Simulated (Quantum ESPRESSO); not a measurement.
## Zn4SeS2O (input and log of a self-consistent run)

Simulated, not a measurement. The program is pw.x of Quantum ESPRESSO 7.5 (plane-wave density functional theory). The cell is made up: 8 atoms on a zincblende/diamond lattice, with randomly drawn elements, strain and displacements, not relaxed. PseudoDojo standard norm-conserving files (v0.5 for PBE, v0.4.1 for LDA and PBEsol) set the functional; there is no spin polarisation, spin-orbit coupling or dispersion term, and the masses in the input are unused placeholders.

Input:

```
&control calculation='scf', pseudo_dir='./dojo.nc.sr.pbe.v0_5.standard.upf', outdir='./o', disk_io='medium', tprnfor=.true., tstress=.true. /
&system ibrav=0, nat=8, ntyp=4, nbnd=63, ecutwfc=85.99341389, nosym=.true., tot_charge=0,
 occupations='smearing', smearing='fd', degauss=0.0018374661
/
&electrons conv_thr=7.350e-09, electron_maxstep=60, /
ATOMIC_SPECIES
O 1.0 O.upf
S 1.0 S.upf
Se 1.0 Se.upf
Zn 1.0 Zn.upf
CELL_PARAMETERS angstrom
5.6009 0.0 0.0
0.0 5.6009 0.0
0.0 0.0 5.6009
ATOMIC_POSITIONS angstrom
Zn -0.0143 -0.0076 -0.0429
Zn -0.0084 2.768 2.814
Zn 2.776 -0.0568 2.8079
Zn 2.8004 2.8094 -0.0292
Se 1.4014 1.4184 1.4398
S 1.4093 4.194 4.1713
S 4.194 1.4583 4.1981
O 4.2212 4.1926 1.4093
K_POINTS automatic
4 4 4 1 1 1
```

The log is shortened where brackets say so; the opening notice, blank lines, dates and the lines on written files are dropped, and the path of the files is cut. It prints rydbergs, bohrs and kilobars, and counts compression as positive stress.

```
     Program PWSCF v.7.5
     Parallel version (MPI & OpenMP), running on       1 processor cores
     Number of MPI processes:                 1
     Threads/MPI process:                     1
     [start-up lines left out]
     bravais-lattice index     =            0
     lattice parameter (alat)  =      10.5842  a.u.
     unit-cell volume          =    1185.6870 (a.u.)^3
     number of atoms/cell      =            8
     number of atomic types    =            4
     number of electrons       =       114.00
     number of Kohn-Sham states=           63
     kinetic-energy cutoff     =      85.9934  Ry
     charge density cutoff     =     343.9737  Ry
     scf convergence threshold =      7.3E-09
     mixing beta               =       0.7000
     number of iterations used =            8  plain     mixing
     Exchange-correlation= PBE
                           (   1   4   3   4   0   0   0)
     [axes and pseudopotential details left out]
   Cartesian axes
     site n.     atom                  positions (alat units)
         1        Zn     tau(   1) = (  -0.0025532  -0.0013569  -0.0076595  )
         2        Zn     tau(   2) = (  -0.0014998   0.4942063   0.5024193  )
         3        Zn     tau(   3) = (   0.4956346  -0.0101412   0.5013301  )
         4        Zn     tau(   4) = (   0.4999911   0.5015980  -0.0052134  )
         5        Se     tau(   5) = (   0.2502098   0.2532450   0.2570658  )
         6        S      tau(   6) = (   0.2516203   0.7488082   0.7447553  )
         7        S      tau(   7) = (   0.7488082   0.2603689   0.7495403  )
         8        O      tau(   8) = (   0.7536646   0.7485583   0.2516203  )
     number of k points=    32  Fermi-Dirac smearing, width (Ry)=  0.0018
                       cart. coord. in units 2pi/alat
        k(    1) = (   0.1250000   0.1250000   0.1250000), wk =   0.0625000
        k(    2) = (   0.1250000   0.1250000   0.3750000), wk =   0.0625000
     [further k points left out]
     Dense  grid:   127675 G-vectors     FFT dimensions: (  64,  64,  64)
     Estimated max dynamical RAM per process >     200.20 MB
     Initial potential from superposition of free atoms
     starting charge     113.9993, renormalised to     114.0000
     Starting wfcs are   61 randomized atomic wfcs +    2 random wfcs
     total cpu time spent up to now is       14.2 secs
     per-process dynamical memory:   101.2 Mb
     Self-consistent Calculation
     iteration #  1     ecut=    85.99 Ry     beta= 0.70
     Davidson diagonalization with overlap
     ethr =  1.00E-02,  avg # of iterations =  4.6
     total cpu time spent up to now is       54.3 secs
     total energy              =   -1991.49524324 Ry
     estimated scf accuracy    <       1.16373837 Ry
     iteration #  2     ecut=    85.99 Ry     beta= 0.70
     Davidson diagonalization with overlap
     ethr =  1.02E-03,  avg # of iterations =  7.3
     total cpu time spent up to now is      103.9 secs
     total energy              =   -1990.64832839 Ry
     estimated scf accuracy    <       9.25901544 Ry
     iteration #  3     ecut=    85.99 Ry     beta= 0.70
     Davidson diagonalization with overlap
     ethr =  1.02E-03,  avg # of iterations =  5.5
     total cpu time spent up to now is      169.1 secs
     total energy              =   -1992.11226298 Ry
     estimated scf accuracy    <       0.40164598 Ry
     iteration #  4     ecut=    85.99 Ry     beta= 0.70
     Davidson diagonalization with overlap
     ethr =  3.52E-04,  avg # of iterations =  2.0
     total cpu time spent up to now is      217.4 secs
     total energy              =   -1992.13138833 Ry
     estimated scf accuracy    <       0.06823747 Ry
     iteration #  5     ecut=    85.99 Ry     beta= 0.70
     Davidson diagonalization with overlap
     ethr =  5.99E-05,  avg # of iterations =  2.1
     total cpu time spent up to now is      257.7 secs
     total energy              =   -1992.13152470 Ry
     estimated scf accuracy    <       0.01143002 Ry
     iteration #  6     ecut=    85.99 Ry     beta= 0.70
     Davidson diagonalization with overlap
     ethr =  1.00E-05,  avg # of iterations =  8.4
     total cpu time spent up to now is      309.3 secs
     total energy              =   -1992.13383252 Ry
     estimated scf accuracy    <       0.00141786 Ry
     iteration #  7     ecut=    85.99 Ry     beta= 0.70
     Davidson diagonalization with overlap
     ethr =  1.24E-06,  avg # of iterations =  2.4
     total cpu time spent up to now is      350.1 secs
     total energy              =   -1992.13400053 Ry
     estimated scf accuracy    <       0.00011897 Ry
     iteration #  8     ecut=    85.99 Ry     beta= 0.70
     Davidson diagonalization with overlap
     ethr =  1.04E-07,  avg # of iterations =  2.5
     total cpu time spent up to now is      386.1 secs
     total energy              =   -1992.13401739 Ry
     estimated scf accuracy    <       0.00000223 Ry
     iteration #  9     ecut=    85.99 Ry     beta= 0.70
     Davidson diagonalization with overlap
     ethr =  1.95E-09,  avg # of iterations =  4.4
     total cpu time spent up to now is      432.6 secs
     total energy              =   -1992.13401847 Ry
     estimated scf accuracy    <       0.00000034 Ry
     iteration # 10     ecut=    85.99 Ry     beta= 0.70
     Davidson diagonalization with overlap
     ethr =  3.00E-10,  avg # of iterations =  2.0
     total cpu time spent up to now is      473.9 secs
     total energy              =   -1992.13401853 Ry
     estimated scf accuracy    <       0.00000005 Ry
     iteration # 11     ecut=    85.99 Ry     beta= 0.70
     Davidson diagonalization with overlap
     ethr =  4.70E-11,  avg # of iterations =  2.0
     total cpu time spent up to now is      525.3 secs
     End of self-consistent calculation
     [lines on levels left out]
!    total energy              =   -1992.13401854 Ry
     estimated scf accuracy    <          2.2E-09 Ry
     smearing contrib. (-TS)   =      -0.00000000 Ry
     internal energy E=F+TS    =   -1992.13401854 Ry
     The total energy is F=E-TS. E is the sum of the following terms:
     one-electron contribution =   -1639.57853281 Ry
     hartree contribution      =     835.24014289 Ry
     xc contribution           =    -248.72606276 Ry
     ewald contribution        =    -939.06956587 Ry
     convergence has been achieved in  11 iterations
     Forces acting on atoms (cartesian axes, Ry/au):
     atom    1 type  4   force =    -0.02748574   -0.02526921    0.01964298
     atom    2 type  4   force =    -0.03530932    0.04253618   -0.01179183
     atom    3 type  4   force =     0.04237074   -0.02354170   -0.01586750
     atom    4 type  4   force =     0.02969449    0.03099678    0.01911253
     atom    5 type  3   force =     0.00321466   -0.01020423   -0.01980632
     atom    6 type  2   force =    -0.00605153    0.00002386    0.00945376
     atom    7 type  2   force =    -0.00207673   -0.01743716    0.00094473
     atom    8 type  1   force =    -0.00435658    0.00289548   -0.00168835
     Total force =     0.103713     Total SCF correction =     0.000269
     Computing stress (Cartesian axis) and pressure
          total   stress  (Ry/bohr**3)                   (kbar)     P=      -66.00
  -0.00045454  -0.00001056  -0.00002825          -66.87       -1.55       -4.16
  -0.00001056  -0.00045233  -0.00000248           -1.55      -66.54       -0.36
  -0.00002825  -0.00000248  -0.00043910           -4.16       -0.36      -64.59
     init_run     :     13.23s CPU     14.09s WALL (       1 calls)
     electrons    :    506.43s CPU    511.17s WALL (       1 calls)
     forces       :      9.05s CPU      9.14s WALL (       1 calls)
     stress       :     31.29s CPU     31.38s WALL (       1 calls)
     [timing details left out]
     PWSCF        :   9m20.25s CPU   9m26.34s WALL
     JOB DONE.
```

In other units: free energy -27104.364 eV for the cell, pressure -6.60 GPa, largest force component 1.094 eV/Å. A rerun of this cell at 1467 eV and a 6 x 6 x 6 mesh moved values by no more than 0.002 eV in energy, 0.02 GPa in stress and 0.002 eV/Å in force.